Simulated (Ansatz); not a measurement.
# LiVO2: pressure against volume

LiVO2, R-3m, a = 2.762 Å, c = 14.877 Å. The structure is a COD entry; whether it is the stable form wasn't checked. Ansatz: PBEsol, PAW, 420 eV, Γ-centred 18×18×18 mesh on 4 atoms, Gaussian smearing 0.10 eV; no spin polarisation. Shape and atoms are relaxed at each volume; pressure is positive in compression.

```tsv
V (Å³/atom)	P (GPa)
7.205	?
7.451	17.97
7.697	10.95
7.942	5.01
8.188	-0.03
8.434	-4.30
8.679	-7.94
9.007	-11.97
```

Task: Take V0 = 8.188 Å³/atom, count pressures from its P0 = -0.03 GPa, fit the third-order Birch–Murnaghan form to the other rows, and predict the missing pressure.

Result: With the Eulerian strain f = ½[(V0/V)^(2/3) − 1] and y = (P − P0)/[3f(1 + 2f)^(5/2)], the form is the line y = B0 + 1.5 B0 (B0′ − 4) f. Rows (f, y): 0.03245, 158.0; 0.02104, 156.9; 0.01027, 155.5; -0.00977, 153.1; -0.01904, 152.6; -0.03079, 151.5. Means f = 0.0006933, y = 154.60; Σ(Δf)² = 0.003004, ΣΔfΔy = 0.3161; the slope is their ratio. y = 154.5 + 105.2 f GPa, so B0 = 154.5 GPa and B0′ = 4 + 2 × (105.2)/(3 × 154.5) = 4.45. At V = 7.205, f = 0.04450, y = 159.18 and P = 26.27 GPa. The run gave 26.28 GPa, so the fit is 0.01 GPa too low, within the rms miss on the fitted rows (0.01 GPa).

Spin polarisation was left out, and a magnetic state may lie lower.